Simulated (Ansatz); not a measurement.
Starting cell, Y (hcp, Mg type):

```
CELL_PARAMETERS angstrom
      7.36525     0.00000     0.00000
     -1.84131     3.18925     0.00000
      0.00000     0.00000     5.69845
ATOMIC_POSITIONS crystal
  Y  0.16667 0.66667 0.75000
  Y  0.66667 0.66667 0.75000
  Y  0.33333 0.33333 0.25000
  Y  0.83333 0.33333 0.25000
```

In each cell atom 2 (Y, nearest neighbour Y at 3.555 Å; its periodic images, 3.7 Å or more away, move with it) moves by s·(0.707, 0.707, 0.000) (along Cartesian [110]), the rest being held.

These are r2SCAN (plane waves to 500 eV, PAW, scalar-relativistic; Ansatz, an electronic-structure program) values and carry that method's errors. k mesh 6×12×7 (Γ-centred), Fermi-Dirac smearing 0.05 eV. Energies are smeared free energies. With partly filled bands, energies and forces of such displacements shift with the k mesh and the smearing. The PAW data are Ansatz's earlier set. Y is run without spin polarisation. Y was relaxed with its symmetry unable to fall. ΔE is measured from the undisplaced structure.

Predict the ΔE (meV/cell) at s (Å) = -0.360, -0.288, -0.144, -0.072, 0.144, 0.360.


| s (Å) | ΔE (meV/cell) |
|---|---|
| -0.360 | 231 |
| -0.288 | 148 |
| -0.144 | 37 |
| -0.072 | 9 |
| 0.144 | 36 |
| 0.360 | 215 |

(A displaced cell: forces are minus the slopes of the energy, force constants its curvatures, and phonons follow from these.)
